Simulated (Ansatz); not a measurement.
Given:

Ca2Si3Ag:
```xyz
12
Lattice="0.0000 4.3304 7.1746 4.1470 0.0000 7.1746 4.1470 4.3304 0.0000" Properties=species:S:1:pos:R:3 pbc="T T T"
Ca     4.1470     6.5187     7.1746
Ca     4.1470     2.1420     7.1746
Ca     6.2205     6.4956    10.7619
Ca     2.0735     2.1652     3.5873
Si     2.0244     4.3304     8.3365
Si     6.2696     4.3304     6.0128
Si     2.0244     4.3304     6.0128
Si     6.2696     4.3304     8.3365
Si     4.1470     4.3304     2.3242
Si     4.1470     4.3304    12.0251
Ag     4.1470     4.3304     9.5646
Ag     4.1470     4.3304     4.7846
```

This is the r²SCAN-relaxed structure.

**Question.** All from DFT-r²SCAN in the program Ansatz with PAW potentials, unless another level is named. Predict the electronic character.

**Answer.** metallic (no gap).

**Question.** Give the density of states at the Fermi level.

**Answer.** 0.12 states/eV per atom (mean over ±0.08 eV).

**Question.** Next, the formation energy from the elements (no fitted shifts)?

**Answer.** -0.52 eV/atom.

Space group Fmmm. The workflow started from an entry of the Crystallography Open Database (COD). Its standing as an ambient phase is unchecked. The cell was relaxed with r²SCAN under the symmetry of its start; its stability against distortions is not shown here. The run is not spin-polarised. The references are the lowest solids computed at this level, not always the standard phases. Spin–orbit coupling is left out wherever it is not named.

Potentials: the later of the program's two PAW sets.
